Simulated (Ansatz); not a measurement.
Bi2Pd:
Space group I4/mmm (No. 139); a = b = 3.3833 Å, c = 13.2263 Å, α = β = γ = 90.00°

| atom | site | symmetry | x | y | z |
|---|---|---|---|---|---|
| Pd | 2a | 4/mmm | 0.0000 | 0.0000 | 0.0000 |
| Bi | 4e | 4mm | 0.0000 | 0.0000 | 0.3671 |
(The calculation used a cell of 3 atoms; values per cell refer to that cell.)

Relaxed with r²SCAN.

Task: Which orbitals make up the states near the Fermi level in the program Ansatz at the r²SCAN level (PAW)?

Result: Within 0.5 eV of the Fermi level: Bi 6p 74 %, Pd 4d 18 %. Projections are on Löwdin-orthogonalised atomic valence shells; empty p or d shells of many metals are not among them.

Task: Tabulate the density of states.

Result: States/eV per cell of 3 atoms, in 0.25 eV bins, energy from the Fermi level.

```csv
E (eV),total,Bi 6p,Pd 4d,Bi 6s
-7.85,0.00,0.00,0.00,0.00
-7.60,0.00,0.00,0.00,0.00
-7.35,0.00,0.00,0.00,0.00
-7.10,0.00,0.00,0.00,0.00
-6.85,0.00,0.00,0.00,0.00
-6.60,0.00,0.00,0.00,0.00
-6.35,0.24,0.19,0.04,0.00
-6.10,0.59,0.46,0.10,0.01
-5.85,0.68,0.52,0.13,0.01
-5.60,0.79,0.58,0.16,0.02
-5.35,0.97,0.68,0.24,0.03
-5.10,2.33,1.31,0.94,0.04
-4.85,3.79,2.26,1.43,0.05
-4.60,3.04,1.55,1.39,0.06
-4.35,2.24,0.84,1.31,0.07
-4.10,4.86,1.25,3.45,0.11
-3.85,4.39,1.07,3.20,0.08
-3.60,3.47,0.60,2.75,0.09
-3.35,7.53,0.92,6.38,0.16
-3.10,6.51,0.94,5.33,0.17
-2.85,4.62,1.29,3.10,0.15
-2.60,1.84,0.89,0.83,0.08
-2.35,1.36,0.72,0.56,0.05
-2.10,2.47,0.80,1.58,0.05
-1.85,2.76,1.18,1.45,0.08
-1.60,2.42,1.44,0.82,0.10
-1.35,2.21,1.43,0.62,0.10
-1.10,1.34,0.91,0.33,0.07
-0.85,0.88,0.61,0.20,0.05
-0.60,0.67,0.47,0.13,0.05
-0.35,0.85,0.60,0.17,0.04
-0.10,1.23,0.89,0.24,0.05
0.15,1.37,1.02,0.25,0.05
0.40,1.46,1.11,0.24,0.05
0.65,1.69,1.30,0.25,0.06
0.90,1.89,1.46,0.27,0.06
1.15,1.77,1.36,0.22,0.05
1.40,1.38,1.10,0.12,0.04
1.65,1.56,1.28,0.12,0.03
1.90,1.93,1.61,0.15,0.03
2.15,1.77,1.39,0.13,0.02
2.40,1.78,1.31,0.11,0.02
2.65,1.59,1.17,0.09,0.02
2.90,1.50,1.08,0.08,0.02
3.15,1.27,0.83,0.05,0.01
3.40,1.18,0.69,0.04,0.01
3.65,1.43,0.71,0.04,0.01
3.90,1.53,0.70,0.03,0.00
4.15,1.61,0.72,0.03,0.00
4.40,1.57,0.68,0.03,0.00
4.65,1.42,0.61,0.02,0.00
```

The workflow started from an entry of the Crystallography Open Database (COD), which files this formula under 2 space groups. Its standing as an ambient phase is unchecked. The cell was relaxed with r²SCAN under the symmetry of its start; whether a distortion lowers the energy is not shown. No spin polarisation was allowed. Axis ratios of metals converge slowly with the k-mesh, so a and c are less sure than the volume. Spin–orbit coupling is left out wherever it is not named.

Potentials: the later of the program's two PAW sets.
